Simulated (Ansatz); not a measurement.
Is this MgS structure a true minimum?

The structure comes from a generated guess, relaxed at this level; another structure or a mixture of phases may lie lower.

All numbers below come from DFT PBE+D3(BJ), scalar-relativistic, plane waves, PAW in Ansatz 0.2.0. Cutoff 420 eV; k points 6×6×1 on the computed 4-atom cell (Γ-centred); Gaussian smearing, width 0.02 eV; no spin polarisation.

The cell below (4 atoms, layer group p4/nmm (No. 64)) is relaxed within its symmetry. Only a and b repeat, and vacuum parts the sheet from its images along c.

```
CELL_PARAMETERS angstrom
3.55779 0.00000 0.00000
0.00000 3.55779 0.00000
0.00000 0.00000 31.36000
ATOMIC_POSITIONS crystal
Mg 0.00000 0.00000 0.25149
Mg 0.50000 0.50000 0.32249
S 0.50000 0.50000 0.24116
S 0.00000 0.00000 0.33282
```

For the test a repeat of it with 8 atoms (edges 7.12, 3.56 Å) was strained at random (σ = 1.5 % a component), the atoms were moved at random (σ = 0.10 Å), and all was relaxed again on a coarse 2×4×1 mesh (in the run’s order of axes) with 0.10 eV smearing, with no symmetry imposed.

**Question.** What happens?

**Answer.** It returns, within 1 meV/atom of the unmoved cell on that mesh and with the same symmetry when read at 0.1 Å. So it is stable against the distortions that fit this cell and that this random move excites. Modes that don't fit the cell aren't tested.
